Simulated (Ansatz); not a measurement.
## Rh: pressure against volume, fitted

```xyz
1
Lattice="0.0000 1.9016 1.9016 1.9016 0.0000 1.9016 1.9016 1.9016 0.0000" Properties=species:S:1:pos:R:3 pbc="T T T"
Rh    0.0000    0.0000    0.0000
```

The cell comes from COD entry 9008482, which wasn't checked; take it as a given geometry.

These are results of DFT, LDA, all-electron LAPW, scalar-relativistic (Ansatz 0.2.0), not measurements.

Sampling and basis: a Γ-centred 16×16×16 k mesh, Fermi–Dirac smearing of 0.03 eV, basis error target 0.25 meV/atom, no spin polarisation.

The cell is scaled evenly. Fractional coordinates are held (clamped ions).

```tsv
V (Å³/atom)	P (GPa)
13.202	0.61
13.477	-5.67
13.614	-8.52
13.752	-11.20
13.889	-13.71
14.027	-16.06
14.302	-20.34
14.577	-24.09
```

Question: Fit a third-order Birch–Murnaghan curve to the pressures.

Answer: P = (3B0/2)(y^(7/2) − y^(5/2))[1 + (3/4)(B0′ − 4)(y − 1)] with y = (V0/V)^(2/3) fits within 0.01 GPa for V0 = 13.227 Å³/atom, B0 = 318.0 GPa and B0′ = 5.13.

Question: Predict the pressure at the withheld volume, 12.927 Å³/atom.

Answer: There y = 1.0154, so the fit gives 7.75 GPa; the run gave 7.73 GPa.
